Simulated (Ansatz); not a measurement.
Problem. Name crystals whose computed values (the program Ansatz at the r²SCAN level (PAW)) fall in these windows: electron conductivity mass (mₑ) 0.87 to 1.1; B₀ by P(V) fit (GPa) 110 to 150.

Solution. 

| crystal | electron conductivity mass (mₑ) | B₀ by P(V) fit (GPa) |
|---|---|---|
| NaNiO2, C2/m (Na on 2d, Ni on 2a, O on 4i) | 0.97 | 127 |
Others may fit too.

Spin orders computed, not proven ground states: NaNiO2, C2/m (Na on 2d, Ni on 2a, O on 4i) ferromagnetic. Standing as an ambient phase not checked: NaNiO2, C2/m (Na on 2d, Ni on 2a, O on 4i). The cell was relaxed under the symmetry of its start. No Hubbard U is applied.

Potentials: the later of the program's two PAW sets.
